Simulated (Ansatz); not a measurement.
Values for one crystal, relaxed and computed with PBE (plane waves, PAW; program Ansatz); other levels are named.

| Quantity | Result |
|---|---|
| Volume per atom | 10.65 Å³ |
| Band gap | 4.03 eV (direct) |
| Conduction-band minimum | at Γ |
| Valence-band maximum | at Γ |
| Formation energy from the elements (no fitted shifts) | -1.36 eV/atom |

### Question
Which compound is it?
A) ZnSnN2, R-3m (Sn on 3a, Zn on 3b, N on 6c)
B) BN, NiAs type
C) AlN, wurtzite
D) Li2Se, anti-fluorite

### Answer
C, AlN, wurtzite

Space group P6_3mc (wurtzite). The PBE relaxation kept the symmetry of its start. The references are the lowest solids computed at this level, not always the standard phases (solids in place of the gases).

Potentials: the later of the program's two PAW sets.
